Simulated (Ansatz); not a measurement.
GaAs in space group I-4m2 (No. 119; Ga on 2c, As on 2a) at seven volumes, the program Ansatz at the PBEsol level (PAW), shape and atoms relaxed at each. One row is withheld.

| V (Å³/atom) | P (GPa) |
|---|---|
| 16.647 | 9.10 |
| 17.195 | 5.55 |
| 17.744 | ? |
| 18.293 | 0.00 |
| 18.842 | -2.14 |
| 19.390 | -3.94 |
| 19.939 | -5.44 |

Question: Fit the shown pressures and predict the withheld one.

Answer: Third-order Birch–Murnaghan: P = (3/2)B₀(x^(7/2) − x^(5/2))[1 + (3/4)(B′ − 4)(x − 1)] with x = (V₀/V)^(2/3). Least squares on the six rows gives V₀ = 18.293 Å³/atom, B₀ = 77.37 GPa, B′ = 4.69. At V = 17.744, x = 1.0205 and P = 2.53 GPa. The run itself gave 2.54 GPa.

The first step of the workflow began from a Materials Project structure, measured or hypothetical; the Crystallography Open Database copy checked does not list it. It is not the phase usual at ambient conditions (space group No. 216). The cell was relaxed with PBEsol under the symmetry of its start; its stability against distortions is not shown here.

Potentials: the earlier of the program's two PAW sets. The files were generated under PBE; for other functionals the program regenerates the frozen cores, and for LDA and PBEsol the local potential too.
